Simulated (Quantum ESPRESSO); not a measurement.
# Band energies of GaAs at -2 % isotropic strain

```
CELL_PARAMETERS angstrom
      0.00000     2.77363     2.77363
      2.77363     0.00000     2.77363
      2.77363     2.77363     0.00000
ATOMIC_POSITIONS crystal
  Ga 0.00000 0.00000 0.00000
  As 0.75000 0.75000 0.75000
```

PBE (stringent potentials; Quantum ESPRESSO, PseudoDojo norm-conserving, 114 Ry, no spin-orbit coupling); path ΓXWKΓLUWLK,UX; energies in eV from the valence-band maximum.

| k (1/Å) | point | band 18 | band 19 | band 20 | band 21 | band 22 | band 23 | band 24 | band 25 |
|---|---|---|---|---|---|---|---|---|---|
| 0.00 | Γ | -14.80 | -13.15 | 0.00 | 0.00 | 0.00 | 0.96 | 3.75 | 3.75 |
| 0.34 |  | -14.80 | -12.77 | -2.37 | -0.95 | -0.95 | 2.67 | 3.24 | 5.16 |
| 0.79 |  | -14.79 | -11.31 | -5.72 | -2.49 | -2.49 | 1.45 | 2.50 | 8.63 |
| 1.13 | X | -14.79 | -10.39 | -7.08 | -2.88 | -2.88 | 1.36 | 1.63 | 10.64 |
| 1.25 |  | -14.79 | -10.39 | -7.07 | -2.99 | -2.97 | 1.57 | 1.84 | 10.18 |
| 1.70 | W | -14.80 | -10.32 | -6.87 | -3.81 | -3.61 | 4.75 | 4.89 | 5.60 |
| 2.10 | K | -14.79 | -10.43 | -6.88 | -4.16 | -2.43 | 1.93 | 4.77 | 8.28 |
| 2.50 |  | -14.80 | -11.36 | -5.81 | -3.62 | -1.32 | 2.86 | 5.79 | 5.80 |
| 2.90 |  | -14.80 | -12.63 | -3.16 | -1.48 | -0.30 | 2.57 | 4.16 | 4.26 |
| 3.30 | Γ | -14.80 | -13.15 | 0.00 | 0.00 | 0.00 | 0.96 | 3.75 | 3.75 |
| 3.69 |  | -14.80 | -12.65 | -3.36 | -0.54 | -0.54 | 1.80 | 4.49 | 4.49 |
| 3.99 |  | -14.80 | -11.79 | -5.81 | -1.04 | -1.04 | 1.35 | 4.74 | 4.74 |
| 4.28 | L | -14.80 | -11.20 | -6.96 | -1.23 | -1.23 | 1.17 | 4.66 | 4.66 |
| 4.38 |  | -14.80 | -11.18 | -6.94 | -1.54 | -1.28 | 1.47 | 4.56 | 4.78 |
| 4.78 |  | -14.80 | -10.67 | -6.74 | -3.96 | -2.09 | 2.27 | 5.72 | 7.02 |
| 4.98 | U | -14.79 | -10.43 | -6.88 | -4.16 | -2.43 | 1.93 | 4.77 | 8.28 |
| 5.18 |  | -14.79 | -10.38 | -6.87 | -4.05 | -3.00 | 2.98 | 4.85 | 6.85 |
| 5.38 | W | -14.80 | -10.32 | -6.87 | -3.81 | -3.61 | 4.75 | 4.89 | 5.60 |
| 5.58 |  | -14.80 | -10.49 | -6.77 | -4.01 | -2.94 | 4.03 | 4.60 | 6.10 |
| 5.88 |  | -14.80 | -10.98 | -6.82 | -2.86 | -1.73 | 2.70 | 4.18 | 5.83 |
| 6.18 | L | -14.80 | -11.20 | -6.96 | -1.23 | -1.23 | 1.17 | 4.66 | 4.66 |
| 6.26 |  | -14.80 | -11.19 | -6.94 | -1.47 | -1.27 | 1.41 | 4.58 | 4.75 |
| 6.61 |  | -14.80 | -10.78 | -6.75 | -3.69 | -1.95 | 2.39 | 5.40 | 6.57 |
| 6.87 | K | -14.79 | -10.43 | -6.88 | -4.16 | -2.43 | 1.93 | 4.77 | 8.28 |
| 6.87 | U | -14.79 | -10.43 | -6.88 | -4.16 | -2.43 | 1.93 | 4.77 | 8.28 |
| 7.27 | X | -14.79 | -10.39 | -7.08 | -2.88 | -2.88 | 1.36 | 1.63 | 10.64 |

The PBE gap is direct, 0.96 eV at Γ.

Spin-orbit splittings are left out.

Geometry strained from the cell relaxed with PBEsol, atoms relaxed again.
